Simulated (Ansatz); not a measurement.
Relaxed-ion elastic tensor of SiO2 in space group Ama2 (No. 40; Si on 8c, O on 4a, O on 8c, O on 4b) in GPa (Voigt order), r²SCAN in the plane-wave PAW code Ansatz; density 2.20 g/cm³, 15.13 Å³ per atom.

```
 92.6   28.9  -16.4    0.0    0.0    0.0
 28.9   77.0   -8.8    0.0    0.0    0.0
-16.4   -8.8   69.8    0.0    0.0    0.0
  0.0    0.0    0.0   26.4    0.0    0.0
  0.0    0.0    0.0    0.0   26.3    0.0
  0.0    0.0    0.0    0.0    0.0   39.0
```

**Question.** Is the crystal mechanically stable?

**Answer.** Yes: the smallest eigenvalue of C is 26.3 GPa.

**Question.** Work out the Voigt, Reuss and Hill averages.

**Answer.** K_V = 27.4, K_R = 25.1, K_H = 26.3; G_V = 34.0, G_R = 31.3, G_H = 32.7 GPa.

**Question.** Give Young's modulus, Poisson's ratio, Pugh's ratio and the universal anisotropy index.

**Answer.** E = 9KG/(3K + G) = 69.3 GPa; ν = 0.06; K/G = 0.80 (brittle by the Pugh limit of 1.75); A_U = 5G_V/G_R + K_V/K_R − 6 = 0.53.

**Question.** Estimate the sound speeds and the Debye temperature.

**Answer.** v_l = √((K + 4G/3)/ρ) = 5630 m/s, v_t = √(G/ρ) = 3850 m/s, mean 4200 m/s; Θ = (h/k)(3n/4πV)^(1/3) v_m = 506 K.

**Question.** Solve the Christoffel equation for the three sound speeds along x, y, z.

**Answer.** Eigenvalues of C_ijkl n_j n_l equal ρv² (piezoelectric stiffening left out). In km/s, slowest first: x 3.46, 4.21, 6.49; y 3.46, 4.21, 5.92; z 3.46, 3.46, 5.64.

**Question.** How much does each axis shrink under pressure?

**Answer.** Linear compressibilities β_i = Σ_j S_ij (j = 1 to 3): x 11, y 11, z 18 per TPa.

The workflow started from a Materials Project entry (that database holds measured and hypothetical structures alike); the Crystallography Open Database copy checked does not list it. It is not the phase usual at ambient conditions (space group No. 92, 152, 154). The r²SCAN relaxation kept the symmetry of its start; whether a distortion lowers the energy is not shown.

Potentials: the later of the program's two PAW sets.
